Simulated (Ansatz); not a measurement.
Al: energy along a strain

Al, P6_3/mmc, a = 2.812 Å, c = 4.867 Å (as given, not relaxed at this level: -4.5 GPa). This isn't the element's structure at ambient conditions. Ansatz: PBEsol+D3(BJ), PAW, 420 eV, Γ-centred 18×18×10 mesh on 2 atoms, Gaussian smearing 0.15 eV; no spin polarisation. Cell vectors (Å): 2.812 0.000 0.000; -1.406 2.436 0.000; 0.000 0.000 4.867. The cell is strained by x per cent times the pattern (0 0 0 0 1 0) in the order xx yy zz yz xz xy (engineering shears), with fractional coordinates held. y is the free energy over the start, V0 = 16.669 Å³/atom. Symmetry makes y even in x. Points with a strain past 8.5 % were computed too (2) and aren't used here.

```
x (%) y (meV/atom)
-5.00          0.57
 0.00          0.00
 1.25          0.06
 2.50          0.23
 3.75          0.43
 6.25          0.70
 7.50             ?
```

Task: Fit y = c2 x² + c4 x⁴ to the other rows, get the stiffness along the pattern, and predict the missing energy.

Result: Least squares on the rows shown. y = 0.03576 x² − 0.0004638 x⁴. The clamped-ion stiffness p·C·p = 2 × 0.3576 eV × 160.2 / 16.669 Å³ = 6.9 GPa, which is C55 in these axes (second derivative at the start, which stands under stress). With a term in x⁶ added, the coefficient of x² becomes 0.04404, 23 % more, which shows how far this figure hangs on the form. At x = 7.50 the fit asked for gives 0.54 meV/atom. The run gave 0.95 meV/atom, so the fit is 0.41 meV/atom too low, 43 % of the span of the series, against an rms of 0.02 meV/atom on the fitted rows. The row lies outside the fitted range. With a term in x⁶ added, a fit to the same known rows predicts 1.04 meV/atom, so most of the miss is curvature that the known rows already hold.